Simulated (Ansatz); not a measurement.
# Ideal shear of a crystal plane in Ta$_{4}$C$_{3}$

These are results of DFT PBEsol, scalar-relativistic, plane waves, PAW in Ansatz 0.2.0, not measurements. The runs took a 420 eV cutoff, a Γ-centred 9×9×5 mesh and Gaussian smearing (0.15 eV). Spin–orbit coupling is left out, which can shift energies with elements as heavy as these. No spin polarisation. Energies are free energies at this smearing, counted from the undisturbed cell; pressure is positive in compression.

The undisturbed cell (relaxed at this level; it needn't be the usual structure):

```yaml
crystal:
  lattice:
    - [0.00000, -4.40260, 0.00000]
    - [0.00000, 0.00000, -4.40260]
    - [8.80520, 0.00000, 0.00000]
  atoms:
    - { symbol: Ta, position: [0.50000, 0.50000, 0.87500] }
    - { symbol: Ta, position: [0.50000, 0.50000, 0.37500] }
    - { symbol: Ta, position: [0.00000, 0.50000, 0.12500] }
    - { symbol: Ta, position: [0.00000, 0.50000, 0.62500] }
    - { symbol: Ta, position: [0.50000, 0.00000, 0.12500] }
    - { symbol: Ta, position: [0.50000, 0.00000, 0.62500] }
    - { symbol: Ta, position: [0.00000, 0.00000, 0.37500] }
    - { symbol: Ta, position: [0.00000, 0.00000, 0.87500] }
    - { symbol: C, position: [0.00000, 0.00000, 0.12500] }
    - { symbol: C, position: [0.00000, 0.00000, 0.62500] }
    - { symbol: C, position: [0.50000, 0.00000, 0.87500] }
    - { symbol: C, position: [0.50000, 0.00000, 0.37500] }
    - { symbol: C, position: [0.00000, 0.50000, 0.87500] }
    - { symbol: C, position: [0.00000, 0.50000, 0.37500] }
```

The cut lies on the cell's a–b face, a (1 0 0) plane (indices in the standard cell, whose axes needn't be the Cartesian ones shown) of area 19.38 Å², between layers 2.20 Å apart. Vector c is tilted by f times 1·a + 0·b (length 4.403 Å) with the atoms' Cartesian places fixed: one unrelaxed fault a cell. The traction is dγ/du, the slope of γ against the slip u in Å. Some rows repeat others by symmetry and weren't run.

```csv
f,γ (mJ/m²),traction (GPa)
0.0000,0,0.0
0.1000,591,26.4
0.2000,2230,47.6
0.3000,4763,66.2
0.4000,7653,57.0
0.5000,9046,0.0
0.6000,7653,-57.0
0.7000,4763,-66.2
0.8000,2230,-47.6
0.9000,591,-26.4
```

Problem. Read off the first barrier and the stress needed to climb it, and compare with Frenkel's sinusoid.

Solution. The first sampled maximum lies at f = 0.500, a slip of 2.20 Å, with γ ≈ 9046 mJ/m², which stands in for the unstable fault energy γ_us, and the steepest sampled slope before it is 66.2 GPa. A sinusoid γ = γ_us sin²(πu/λ) with its maximum there has λ = 4.40 Å and a largest slope πγ_us/λ = 64.5 GPa (1 mJ/m² per Å = 0.01 GPa).

Problem. Is there a metastable fault on this line?

Solution. Apart from points where γ returns to about zero, no local minimum shows among the samples, so at this sampling the line offers no fault for a dislocation to split on; a fault can still lie off the line.

The cut is rigid; relaxing the faces lowers these energies and usually the stresses.

In a metal these slopes depend on the k mesh and the smearing.

Cost: 6 runs of about 7.8 core-minutes in all, on Intel Xeon Platinum 8488C (Sapphire Rapids) (shared hosts).